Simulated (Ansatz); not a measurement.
A relaxed structure of LiF is spoiled in several ways and relaxed again each time (noise and exchanges are one random draw each; pressure is positive under compression). These are r2SCAN (plane waves to 500 eV, PAW, scalar-relativistic; Ansatz, a first-principles code) values and carry that method's errors.

Space group Fm-3m (No. 225); a = b = c = 3.9902 Å, α = β = γ = 90.00°

```json
[
 {"atom": "F", "site": "4a", "symmetry": "m-3m", "x": "0.0000", "y": "0.0000", "z": "0.0000"},
 {"atom": "Li", "site": "4b", "symmetry": "m-3m", "x": "0.5000", "y": "0.5000", "z": "0.5000"}
]
```
(The calculation used a cell of 2 atoms; values per cell refer to that cell.)

| change | first pressure (GPa) | first V (Å³/atom) | released (eV/atom) | moves | outcome | final group | E − E(parent) (eV/atom) |
|---|---|---|---|---|---|---|---|
| with every coordinate shifted by Gaussian noise of σ = 0.2 Å | 2.0 | 7.94 | 0.023 | 4 | returns to the parent | Fm-3m | 0.000 |
| deformed by the Cartesian strain tensor (xx, yy, zz, yz, xz, xy) = (0.086, 0.089, 0.089, 0.069, 0.062, 0.018) | [?] | 10.15 | [?] | 6 | [?] | [?] | [?] |
| doubled along one cell vector, shaken by Gaussian noise of σ = 0.08 Å a coordinate | 1.3 | 7.94 | 0.027 | 3 | returns to the parent | Fm-3m | 0.000 |

Problem. Some entries are withheld; supply them.

Solution. 
- deformed by the Cartesian strain tensor (xx, yy, zz, yz, xz, xy) = (0.086, 0.089, 0.089, 0.069, 0.062, 0.018), first pressure (GPa): -11.1
- deformed by the Cartesian strain tensor (xx, yy, zz, yz, xz, xy) = (0.086, 0.089, 0.089, 0.069, 0.062, 0.018), released (eV/atom): 0.15
- deformed by the Cartesian strain tensor (xx, yy, zz, yz, xz, xy) = (0.086, 0.089, 0.089, 0.069, 0.062, 0.018), outcome: returns to the parent
- deformed by the Cartesian strain tensor (xx, yy, zz, yz, xz, xy) = (0.086, 0.089, 0.089, 0.069, 0.062, 0.018), final group: Fm-3m
- deformed by the Cartesian strain tensor (xx, yy, zz, yz, xz, xy) = (0.086, 0.089, 0.089, 0.069, 0.062, 0.018), E − E(parent) (eV/atom): 0.000

First-step values come from each run's starting, coarser k-mesh (10×10×10, 9×9×10, 10×5×10). Each cell has its own k-point mesh; energy differences are given only to the digits this allows. No spin polarisation in the result.
